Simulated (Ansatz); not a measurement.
**InP, first-principles data**

InP:
```yaml
crystal:
  lattice:
    - [7.33385, 0.00000, 0.00000]
    - [0.00000, 7.33385, 0.00000]
    - [0.00000, 0.00000, 7.33385]
  atoms:
    - { symbol: In, position: [0.25000, 0.00000, 0.50000] }
    - { symbol: In, position: [0.50000, 0.25000, 0.00000] }
    - { symbol: In, position: [0.50000, 0.75000, 0.00000] }
    - { symbol: In, position: [0.75000, 0.00000, 0.50000] }
    - { symbol: In, position: [0.00000, 0.50000, 0.75000] }
    - { symbol: In, position: [0.00000, 0.50000, 0.25000] }
    - { symbol: P, position: [0.25000, 0.50000, 0.00000] }
    - { symbol: P, position: [0.00000, 0.25000, 0.50000] }
    - { symbol: P, position: [0.00000, 0.75000, 0.50000] }
    - { symbol: P, position: [0.75000, 0.50000, 0.00000] }
    - { symbol: P, position: [0.50000, 0.00000, 0.75000] }
    - { symbol: P, position: [0.50000, 0.00000, 0.25000] }
```

Space group Pm-3n (No. 223); conventional cell a = 7.334 Å, b = 7.334 Å, c = 7.334 Å, α = 90.00°, β = 90.00°, γ = 90.00°.

Method: plane-wave PAW PBE (Ansatz code). Structure relaxed to zero pressure with the same functional. Other levels are named where they apply.

**Cell and energy**

```yaml
volume_per_atom: 32.87 Å³
density: 3.68 g/cm³
Formation energy from the elements (no fitted shifts): -0.11 eV/atom
```

**Electronic structure**

```yaml
band_gap: 0.50 eV (direct)
valence_band_maximum: at Γ
conduction_band_minimum: at Γ
electron_effective_mass: 0.045 mₑ (isotropic)
Hole effective mass, band 1 of 3 at the edge: 2.0 along [100], 2.0 along [110], 0.49 along [111] (mₑ)
Hole effective mass, band 2 of 3 at the edge: 2.0 along [100], 0.36 along [110], 0.49 along [111] (mₑ)
Hole effective mass, band 3 of 3 at the edge: 0.039 along [100], 0.042 along [110], 0.044 along [111] (mₑ)
Gap with spin–orbit coupling: 0.46 eV
```

**Mechanics**

```yaml
Bulk modulus (Birch–Murnaghan fit): 46.0 GPa
Pressure derivative B′: 4.7
```

The start of the workflow was typed in or built on a structure type; neither database checked (COD, Materials Project) lists it. It is not the phase usual at ambient conditions (space group No. 216). Symmetry was held in the PBE relaxation; its stability against distortions is not shown here. The volume moved by 31 % from the start of the relaxation. The references are the lowest solids computed at this level, not always the standard phases. Spin–orbit coupling is left out wherever it is not named.

Potentials: the later of the program's two PAW sets.
